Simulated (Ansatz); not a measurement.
HfO2 (tetragonal-ZrO2 type, space group P4_2/nmc)

```
HfO2
1.0
    3.56707     0.00000     0.00000
    0.00000     3.56707     0.00000
    0.00000     0.00000     5.16596
Hf O
2 4
Cartesian
  0.00000   0.00000   0.00000
  1.78354   1.78354   2.58298
  0.00000   1.78354   1.03368
  0.00000   1.78354   3.61666
  1.78354   0.00000   1.54930
  1.78354   0.00000   4.13228
```

Scan: atom 5 (O, nearest neighbour Hf at 2.061 Å; its periodic images, 3.6 Å or more away, move with it) is displaced towards the nearest neighbour, direction (0.000, -0.865, 0.501) in Cartesian axes, by s. The other atoms stay.

Calculation: PBEsol (plane waves to 420 eV, PAW, scalar-relativistic; Ansatz, a program for electronic structure). k mesh 8×8×5 (Γ-centred), Fermi-Dirac smearing 0.05 eV. E stands for the smeared free energy. Left out: 2 of 11 points, with atoms too close for the PAW data. F∥ is the force on the atom along that direction. F⊥ is the part of the force across the line. HfO2 is run without spin polarisation. HfO2 was relaxed with its symmetry unable to fall. Spin-orbit coupling is left out, though Hf is heavy. This is a high-temperature form of HfO2. ΔE is measured from the undisplaced structure.

| s (Å) | F∥ (eV/Å) | ΔE (eV/cell) | |F⊥| (eV/Å) |
|---|---|---|---|
| -0.410 | 4.446 | 1.056 | 1.738 |
| -0.328 | 3.857 | 0.715 | 1.252 |
| -0.246 | 3.151 | 0.427 | 0.829 |
| -0.164 | [?] | 0.202 | 0.479 |
| -0.082 | 1.271 | [?] | 0.203 |
| 0.000 | 0.000 | 0.000 | 0.000 |
| 0.082 | -1.593 | 0.063 | 0.136 |
| 0.164 | -3.640 | 0.274 | 0.218 |
| 0.246 | -6.348 | 0.678 | [?] |

What belongs in the gaps?


- -0.164, F∥ (eV/Å): 2.302
- -0.082, ΔE (eV/cell): 0.054
- 0.246, |F⊥| (eV/Å): 0.259

(A displaced cell: forces are minus the slopes of the energy, force constants its curvatures, and phonons follow from these.)
